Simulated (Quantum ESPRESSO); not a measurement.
## Band energies of GeO$_{2}$

```
GeO2
1.0
    4.42338     0.00000     0.00000
    0.00000     4.42338     0.00000
    0.00000     0.00000     2.88340
O Ge
4 2
Direct
  0.80636   0.19367   0.50000
  0.19367   0.80636   0.50000
  0.30636   0.30636   0.00000
  0.69367   0.69367   0.00000
  0.50001   0.50001   0.50000
  0.00001   0.00001   0.00000
```

PBE (Quantum ESPRESSO, PseudoDojo norm-conserving, 84 Ry, without SOC); path ΓXMΓZRAZ,XR,MA; energies in eV from the valence-band maximum.

| k (1/Å) | point | band 22 | band 23 | band 24 | band 25 | band 26 | band 27 | band 28 | band 29 |
|---|---|---|---|---|---|---|---|---|---|
| 0.00 | Γ | -2.03 | -2.03 | -0.81 | -0.81 | 0.00 | 1.66 | 5.76 | 6.99 |
| 0.24 |  | -2.00 | -1.89 | -1.45 | -0.81 | -0.18 | 2.33 | 5.76 | 7.10 |
| 0.71 | X | -2.83 | -1.83 | -1.83 | -0.82 | -0.82 | 4.75 | 4.75 | 7.70 |
| 1.18 |  | -2.52 | -2.05 | -2.05 | -1.26 | -1.26 | 4.78 | 4.78 | 8.23 |
| 1.42 | M | -2.35 | -2.13 | -2.13 | -1.47 | -1.47 | 4.79 | 4.79 | 8.40 |
| 1.62 |  | -2.30 | -2.12 | -2.03 | -1.38 | -1.25 | 4.60 | 4.95 | 8.20 |
| 2.02 |  | -2.07 | -2.04 | -1.80 | -0.98 | -0.45 | 3.12 | 5.63 | 7.22 |
| 2.42 | Γ | -2.03 | -2.03 | -0.81 | -0.81 | 0.00 | 1.66 | 5.76 | 6.99 |
| 2.79 |  | -3.16 | -3.16 | -0.91 | -0.91 | -0.28 | 3.17 | 6.66 | 8.33 |
| 3.15 |  | -4.11 | -3.39 | -1.39 | -1.39 | -1.09 | 4.83 | 7.06 | 9.55 |
| 3.51 | Z | -3.67 | -2.25 | -2.25 | -1.86 | -1.86 | 6.02 | 6.02 | 11.19 |
| 3.87 |  | -2.81 | -2.00 | -2.00 | -1.64 | -1.64 | 6.12 | 6.12 | 9.40 |
| 4.22 | R | -2.72 | -1.38 | -1.38 | -1.37 | -1.37 | 6.23 | 6.23 | 8.42 |
| 4.58 |  | -2.41 | -1.61 | -1.61 | -1.26 | -1.26 | 5.19 | 5.19 | 9.43 |
| 4.76 |  | -2.80 | -1.45 | -1.45 | -1.18 | -1.18 | 4.72 | 4.72 | 9.76 |
| 4.93 | A | -3.56 | -1.33 | -1.33 | -1.14 | -1.14 | 4.55 | 4.55 | 9.83 |
| 5.08 |  | -2.68 | -1.41 | -1.41 | -1.20 | -1.14 | 4.64 | 4.68 | 9.68 |
| 5.37 |  | -1.83 | -1.80 | -1.74 | -1.58 | -1.30 | 5.24 | 5.65 | 8.80 |
| 5.65 |  | -2.50 | -2.08 | -2.04 | -1.93 | -1.67 | 5.83 | 6.26 | 9.16 |
| 5.94 | Z | -3.67 | -2.25 | -2.25 | -1.86 | -1.86 | 6.02 | 6.02 | 11.19 |
| 5.94 | X | -2.83 | -1.83 | -1.83 | -0.82 | -0.82 | 4.75 | 4.75 | 7.70 |
| 6.09 |  | -2.81 | -1.95 | -1.95 | -0.85 | -0.85 | 4.89 | 4.89 | 7.96 |
| 6.41 |  | -2.28 | -2.21 | -2.21 | -1.04 | -1.04 | 5.64 | 5.64 | 9.56 |
| 6.72 |  | -2.50 | -1.72 | -1.72 | -1.22 | -1.22 | 6.13 | 6.13 | 8.77 |
| 7.03 | R | -2.72 | -1.38 | -1.38 | -1.37 | -1.37 | 6.23 | 6.23 | 8.42 |
| 7.03 | M | -2.35 | -2.13 | -2.13 | -1.47 | -1.47 | 4.79 | 4.79 | 8.40 |
| 7.18 |  | -2.92 | -1.74 | -1.74 | -1.45 | -1.45 | 4.89 | 4.89 | 8.60 |
| 7.50 |  | -3.79 | -1.35 | -1.35 | -1.26 | -1.26 | 5.18 | 5.18 | 9.84 |
| 7.81 |  | -3.66 | -1.23 | -1.23 | -1.21 | -1.21 | 4.84 | 4.84 | 10.14 |
| 8.12 | A | -3.56 | -1.33 | -1.33 | -1.14 | -1.14 | 4.55 | 4.55 | 9.83 |

The PBE gap is direct, 1.66 eV at Γ.

Spin-orbit splittings are left out.

Geometry relaxed with PBEsol.
